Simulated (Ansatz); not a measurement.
Calculation for F (beta tin type): DFT, LDA, PAW with Ansatz's default frozen-core files, scalar-relativistic (Ansatz 0.2.0). This run: beta tin relaxed under pressure.

The start is a guessed cell of a prototype that needn't be stable.

Command: `ansatz run input.yaml --threads 1 --pin off --max-ram 3584MiB --backend cpu --events-out ev --progress --plain --runs-dir out` It took 71 s on 1 thread of Arm Neoverse V2 (shared host), peak memory 0.35 GiB.

```yaml
crystal:
  lattice:
    - [-1.7531355805, 1.7531355805, 0.9642245693]
    - [1.7531355805, -1.7531355805, 0.9642245693]
    - [1.7531355805, 1.7531355805, -0.9642245693]
  atoms:
    - { symbol: F, position: [-0.375, -0.125, -0.25] }
    - { symbol: F, position: [0.375, 0.125, 0.25] }
kpoints:
  mp_grid: { grid: [19, 19, 19] }
scf:
  occupations: { method: fermi_dirac, width: 0.1 }
hamiltonian:
  xc: lda
  pseudopotentials: { kind: paw }
output:
  forces: true
  stress: true
  eigenvalues: true
relax:
  f_tol: 0.005
  max_steps: 40
  cell: { p_target: 93.0, stress_tol: 0.046 }
```

Output:

```
Engine: ansatz 0.2.0
Pseudopotentials: kind: paw
Pseudopotential: F, paw, valence charge 7, recommended cutoff 420 eV (normal), F.paw.azcp
Functional definition: SPW92
  exchange = slater_x
  correlation = pw_c
Crystal: 2 atoms, lattice volume = 11.854 Å³
Basis set: ecut = 420 eV, 243 PW (Γ)
Bands: 11, of which v1, the nominal top of the filled ones, is band 7 counted from 1 (6 counted from 0)
Symmetry: 16 space group operations
Space group: I41/amd (ITA 141), of the structure as read, at distance tolerance 2.3e-5 Å
k-points: 550 of 6859
Non-local potential: F, projectors of the file, l = 0: 2, l = 1: 2, l = 2: 1
PAW form: soft (Blöchl's): semilocal exchange-correlation on the pseudo side does not see the compensation charge
PAW frozen core: F, regenerated for the run's functional, and the local potential with it (the file was generated under x = pbe(κ = 0.804, μ = 0.2195149727645171), c = pbe(β = 0.06672455060314922))
PAW one-centre angular grid: F, 110 points (default); XC on 64 Gauss nodes
Initial density: superposition of atomic densities (neutral atoms: chi_scale 0, normalization atom), corrected by the library's trained network
Initial wavefunctions: pseudopotential atomic-orbital guess
Functional: x = slater, c = lda
SCF iter   1: F=—  HF=-1578.544540 eV  |F-HF|=—  |Δ(HF+E_count)|=         —  Δρ=2.65e-2  dr2=2.94e-2  ethr=1.77e-3  ⟨swp⟩=4.9  Hψ=31077  notcnv=0
preconditioner: auto → none  [metal: Δε(μ)=0.001 eV  Ē_g=26.927 eV  σ=0.100 eV  W_gap=0.00  n_scr=4 (ndim 8)  ℏωp=40.4 eV  f_vac=0.000  D(μ)=2.92/eV (n_scr^D=54)  sad-step TF]
SCF iter   2: F=—  HF=-1578.534535 eV  |F-HF|=—  |Δ(HF+E_count)|=   1.00e-2  Δρ=9.87e-3  dr2=5.85e-3  ethr=2.10e-4  ⟨swp⟩=1.3  Hψ=10712  notcnv=0
SCF iter   3: F=—  HF=-1578.532709 eV  |F-HF|=—  |Δ(HF+E_count)|=   1.83e-3  Δρ=1.66e-3  dr2=7.38e-5  ethr=4.18e-5  ⟨swp⟩=2.5  Hψ=9896  notcnv=0
SCF iter   4: F=—  HF=-1578.532713 eV  |F-HF|=—  |Δ(HF+E_count)|=   3.65e-6  Δρ=5.98e-4  dr2=9.97e-6  ethr=5.27e-7  ⟨swp⟩=2.2  Hψ=10064  notcnv=0
iter 5 did not close the SCF: its close was put off for the readings that it lacked (scf_convergence_deferred on its scf_iter line)
SCF iter   5: F=-1578.532711 eV  HF=-1578.532711 eV  |F-HF|=6.59e-8  |Δ(HF+E_count)|=   1.89e-6  Δρ=4.03e-5  dr2=9.29e-8  ethr=7.12e-8  ⟨swp⟩=1.8  Hψ=8424  notcnv=0
SCF iter   6: F=-1578.532711 eV  HF=-1578.532711 eV  |F-HF|=3.25e-11  |Δ(HF+E_count)|=   3.35e-8  Δρ=2.00e-6  dr2=9.20e-11  ethr=6.64e-10  ⟨swp⟩=2.0  Hψ=21380  notcnv=0
SCF 1 converged in 6 iterations: F = -1578.532711 eV  dr2 = 9.20e-11
  greatest PAW one-centre occupation: 0.953 electrons in one spin orbital (limit 2), on the F atom at site 1 (counted from 0), in its partial waves of l = 0
relax step   1: F+E_penalty+E_count = -1578.53271084 eV  Δ(F+E_penalty+E_count) = +0.000e0 eV  max|allowed force component| = 1.388e-17 eV/Å  Δτ_max = 0.0000 Å  P = +119.754 GPa  Ω = 11.854 Å³  (6 SCF iters, dr2 threshold 1.00e-7 eV, accepted)
Crystal: 2 atoms, lattice volume = 12.418 Å³
Basis set: ecut = 420 eV, 259 PW (Γ)
Initial density: handed on by an earlier stage of this run
Initial wavefunctions: those handed on with the density
iter 1 solved again at ethr=4.91e-5 eV; its pass at ethr=3.10e-3 eV (dr2=6.88e-3 eV) is discarded
SCF iter   1: F=—  HF=-1578.901442 eV  |F-HF|=—  |Δ(HF+E_count)|=         —  Δρ=1.20e-2  dr2=6.77e-3  ethr=4.91e-5  ⟨swp⟩=1.0  Hψ=42141  notcnv=0
preconditioner: auto → none  [metal: Δε(μ)=0.001 eV  Ē_g=26.324 eV  σ=0.100 eV  W_gap=0.00  n_scr=4 (ndim 8)  ℏωp=39.4 eV  f_vac=0.000  D(μ)=3.06/eV (n_scr^D=54)]
SCF iter   2: F=—  HF=-1578.898672 eV  |F-HF|=—  |Δ(HF+E_count)|=   2.77e-3  Δρ=1.93e-3  dr2=2.12e-4  ethr=4.83e-5  ⟨swp⟩=2.7  Hψ=10198  notcnv=0
SCF iter   3: F=—  HF=-1578.898617 eV  |F-HF|=—  |Δ(HF+E_count)|=   5.52e-5  Δρ=5.05e-4  dr2=8.39e-6  ethr=1.51e-6  ⟨swp⟩=2.7  Hψ=10395  notcnv=0
SCF iter   4: F=—  HF=-1578.898617 eV  |F-HF|=—  |Δ(HF+E_count)|=   4.03e-7  Δρ=9.37e-5  dr2=2.46e-7  ethr=5.99e-8  ⟨swp⟩=1.0  Hψ=6050  notcnv=0
iter 5 did not close the SCF: its close was put off for the readings that it lacked (scf_convergence_deferred on its scf_iter line)
SCF iter   5: F=-1578.898617 eV  HF=-1578.898617 eV  |F-HF|=2.35e-10  |Δ(HF+E_count)|=   7.50e-8  Δρ=4.02e-6  dr2=3.08e-10  ethr=1.76e-9  ⟨swp⟩=2.0  Hψ=9849  notcnv=0
SCF iter   6: F=-1578.898617 eV  HF=-1578.898617 eV  |F-HF|=1.05e-11  |Δ(HF+E_count)|=  2.41e-10  Δρ=7.30e-7  dr2=1.05e-11  ethr=2.20e-12  ⟨swp⟩=1.0  Hψ=18451  notcnv=0
SCF 2 converged in 6 iterations: F = -1578.898617 eV  dr2 = 1.05e-11
  greatest PAW one-centre occupation: 0.952 electrons in one spin orbital (limit 2), on the F atom at site 1 (counted from 0), in its partial waves of l = 0
relax step   2: F+E_penalty+E_count = -1578.89861676 eV  Δ(F+E_penalty+E_count) = -3.659e-1 eV  max|allowed force component| = 5.551e-17 eV/Å  Δτ_max = 0.0000 Å  P = +93.483 GPa  Ω = 12.418 Å³  energy of the carried Pulay correction = -9.883e-3 eV  (6 SCF iters, dr2 threshold 2.00e-7 eV, accepted)
Crystal: 2 atoms, lattice volume = 12.451 Å³
iter 1 solved again at ethr=2.33e-5 eV; its pass at ethr=3.10e-3 eV (dr2=3.27e-3 eV) is discarded
SCF iter   1: F=—  HF=-1578.922114 eV  |F-HF|=—  |Δ(HF+E_count)|=         —  Δρ=1.22e-2  dr2=3.06e-3  ethr=2.33e-5  ⟨swp⟩=1.8  Hψ=41520  notcnv=0
preconditioner: auto → none  [metal: Δε(μ)=0.004 eV  Ē_g=26.310 eV  σ=0.100 eV  W_gap=0.01  n_scr=4 (ndim 8)  ℏωp=39.4 eV  f_vac=0.000  D(μ)=3.04/eV (n_scr^D=54)]
SCF iter   2: F=—  HF=-1578.921142 eV  |F-HF|=—  |Δ(HF+E_count)|=   9.72e-4  Δρ=9.77e-4  dr2=1.48e-5  ethr=2.18e-5  ⟨swp⟩=1.0  Hψ=6050  notcnv=0
SCF iter   3: F=—  HF=-1578.921135 eV  |F-HF|=—  |Δ(HF+E_count)|=   6.54e-6  Δρ=1.78e-4  dr2=4.10e-7  ethr=1.06e-7  ⟨swp⟩=1.6  Hψ=7788  notcnv=0
iter 4 did not close the SCF: its close was put off for the readings that it lacked (scf_convergence_deferred on its scf_iter line)
SCF iter   4: F=-1578.921135 eV  HF=-1578.921135 eV  |F-HF|=8.21e-9  |Δ(HF+E_count)|=   9.61e-8  Δρ=2.15e-5  dr2=1.36e-8  ethr=2.93e-9  ⟨swp⟩=1.6  Hψ=7778  notcnv=0
iter 5 did not close the SCF: its close was put off for the readings that it lacked (scf_convergence_deferred on its scf_iter line)
SCF iter   5: F=-1578.921135 eV  HF=-1578.921135 eV  |F-HF|=1.21e-11  |Δ(HF+E_count)|=   4.39e-9  Δρ=8.42e-7  dr2=1.57e-11  ethr=9.72e-11  ⟨swp⟩=1.3  Hψ=6638  notcnv=0
SCF iter   6: F=-1578.921135 eV  HF=-1578.921135 eV  |F-HF|=0.00e0  |Δ(HF+E_count)|=  6.82e-12  Δρ=1.12e-7  dr2=3.65e-13  ethr=1.00e-12  ⟨swp⟩=1.0  Hψ=14846  notcnv=0
[... lines left out ...]
SCF iter   3: F=-1579.061948 eV  HF=-1579.061948 eV  |F-HF|=2.98e-11  |Δ(HF+E_count)|=   1.49e-9  Δρ=1.10e-6  dr2=1.18e-11  ethr=7.14e-12  ⟨swp⟩=1.8  Hψ=8763  notcnv=0
iter 4 did not close the SCF: its close was put off for the readings that it lacked (scf_convergence_deferred on its scf_iter line)
SCF iter   4: F=-1579.061948 eV  HF=-1579.061948 eV  |F-HF|=0.00e0  |Δ(HF+E_count)|=  3.07e-11  Δρ=5.48e-8  dr2=4.24e-14  ethr=1.00e-12  ⟨swp⟩=1.0  Hψ=6050  notcnv=0
iter 5 did not close the SCF: its close was put off for the readings that it lacked (scf_convergence_deferred on its scf_iter line)
SCF iter   5: F=-1579.061948 eV  HF=-1579.061948 eV  |F-HF|=4.55e-13  |Δ(HF+E_count)|=    0.00e0  Δρ=8.25e-9  dr2=1.63e-15  ethr=1.00e-12  ⟨swp⟩=1.0  Hψ=6050  notcnv=0
iter 6 did not close the SCF: its close was put off for the readings that it lacked (scf_convergence_deferred on its scf_iter line)
SCF iter   6: F=-1579.061948 eV  HF=-1579.061948 eV  |F-HF|=2.27e-13  |Δ(HF+E_count)|=  2.27e-13  Δρ=7.31e-10  dr2=1.51e-17  ethr=1.00e-12  ⟨swp⟩=1.0  Hψ=6050  notcnv=0
SCF iter   7: F=-1579.061948 eV  HF=-1579.061948 eV  |F-HF|=2.27e-13  |Δ(HF+E_count)|=  2.27e-13  Δρ=6.19e-11  dr2=1.02e-19  ethr=1.00e-12  ⟨swp⟩=1.2  Hψ=14409  notcnv=0
SCF 16 converged in 7 iterations: F = -1579.061948 eV  dr2 = 1.02e-19
relax step  16: F+E_penalty+E_count = -1579.06194849 eV  Δ(F+E_penalty+E_count) = -1.251e-4 eV  max|allowed force component| = 3.469e-18 eV/Å  Δτ_max = 0.0000 Å  P = +93.034 GPa  Ω = 12.538 Å³  stress off target by 4.10e-2 GPa  SCF on the basis re-selected at this cell (its energy is not comparable with the rows above)  (7 SCF iters)
basis re-selected at this cell: Δ(F+E_penalty+E_count) = -1.251e-4 eV, ΔP = +0.007 GPa vs the last step (what re-selecting the basis moved, of the pressure what is left beyond the Pulay correction that the steps carried, after the strain that the cell walked since its last selection, with what the two solves' SCF thresholds leave and, on support functions, any second-order correction that the steps lacked; it is no measure of the basis error at this ecutwfc). This SCF's stress stands 4.10e-2 GPa from its target on what of the cell is left free (relax.cell.stress_tol is 4.60e-2 GPa) and its largest allowed force component is 3.47e-18 eV/Å (relax.f_tol is 5.00e-3 eV/Å): within both
SCF converged after 7 iterations
Free energy (F): -1579.061948 eV
Harris-Foulkes:  -1579.061948 eV  (|F-HF|=2.27e-13)
Internal energy: -1578.982732 eV  (E = F + TS)
E sigma→0 (E₀):  -1579.022340 eV
Entropy (-TS):   -0.079217 eV (-39.608 meV/atom)
Fermi energy:    6.804917 eV
--- Per-component energies (eV) ---
  E_band       = -35.305650
  E_kinetic    = 410.537461
  E_local      = -780.968815  (includes V_loc(G=0)·N_el)
  E_nonlocal   = 152.807969
  E_hartree    = 257.082670
  E_xc         = -155.497387
  E_vxc        = -201.248447  (∫ρ·V_xc dr)
  E_paw        = -372.233516  (= ΣΔE_a)
  E_vpaw       = -130.603003  (= ΣTr[D̂ρ^β])
  E_aug_tail   = 0.003846  (compensation charges beyond the density's cutoff)
  E_ewald      = -1090.941463
  E_core_change = 0.226503  (= ΣΔE_core)
  E_smearing   = -0.079217  (= −TS)
  E_closure    = -0.000000  (closes the sum)
  Σ components = -1579.061948   (vs F -1579.061948, Δ=0.00e0)
--- Forces (eV/Å), atoms counted from 1 ---
  atom   1  F     -0.00000000     0.00000000     0.00000000
  atom   2  F      0.00000000     0.00000000     0.00000000
  max |Σ_I F_I| component: 1.39e-17 eV/Å
--- Stress (GPa, compression-positive) ---
       93.030348      -0.000000      -0.000000
       -0.000000      93.030348      -0.000000
        0.000000      -0.000000      93.041023
  P = ⅓ Tr σ = 93.0339 GPa (930.339 kbar)
--- Band table (eV; the first three rows and the last of 550) ---
  k-point 0: bands = ["-20.3086", "-11.9874", "0.2231", "0.2231", "6.0283", "6.0960", "7.2119", "7.2119", "23.8438", "24.4252", "37.0162"]
  k-point 1: bands = ["-20.2653", "-12.0659", "0.2555", "0.2575", "5.9711", "6.0980", "7.1387", "7.2113", "23.9231", "24.5384", "36.5692"]
  k-point 2: bands = ["-20.1361", "-12.2964", "0.3547", "0.3599", "5.8065", "6.1021", "6.9254", "7.2023", "24.1522", "24.8649", "35.7626"]
  k-point 549: bands = ["-15.8553", "-15.7877", "-3.1055", "-3.0460", "5.6830", "5.6917", "8.3667", "8.4066", "30.3101", "30.5827", "31.5493"]
--- Relaxed structure (13 steps of the walk, 13 accepted, 3 SCFs on fresh bases) ---
  F+E_penalty+E_count = -1579.06194849 eV   max|allowed force component| = 3.469e-18 eV/Å   (the final SCF, on the basis selected at the relaxed cell)
  cell:  # Å, volume = 12.5384 Å³
    - [-1.7232757217346266, 1.7232757217346266, 1.0555347348674788]
    - [1.7232757217346266, -1.7232757217346266, 1.0555347348674788]
    - [1.7232757217346266, 1.7232757217346266, -1.0555347348674788]
  atoms:
    - { symbol: F, position: [-0.375, -0.12500000000000003, -0.25] }
    - { symbol: F, position: [0.375, 0.12500000000000003, 0.25] }
```

The PAW files were made under PBE.
